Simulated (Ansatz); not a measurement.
Ti (diamond, Fd-3m) under volume change, plane-wave PAW r²SCAN (Ansatz code), scaled uniformly.

```
V (Å³/atom)  E − E(relaxed) (meV/atom)  P (GPa)
-----------  -------------------------  -------
26.068                            26.1     3.30
26.927                            11.4     2.16
27.786                             2.8     1.06
28.646                             0.0     0.01
29.505                             2.6    -0.96
30.365                            10.2    -1.84
31.224                            22.1    -2.61
```

### Question
What does a third-order Birch–Murnaghan fit give for V₀, B₀ and B′?

### Answer
V₀ = 28.66 Å³/atom, B₀ = 33.0 GPa, B′ = 1.5.

The start of the workflow was typed in or built on a structure type; neither database checked (COD, Materials Project) lists it. It is not the phase usual at ambient conditions (space group No. 194). Symmetry was held in the r²SCAN relaxation; its stability against distortions is not shown here. The final state is ferromagnetic, chosen from 4 collinear starts compared on coarse meshes (ties went to the first, and starts can fall back to one state), not a proven ground state. Other orbital occupations within this spin state were not tried.

Potentials: the later of the program's two PAW sets.
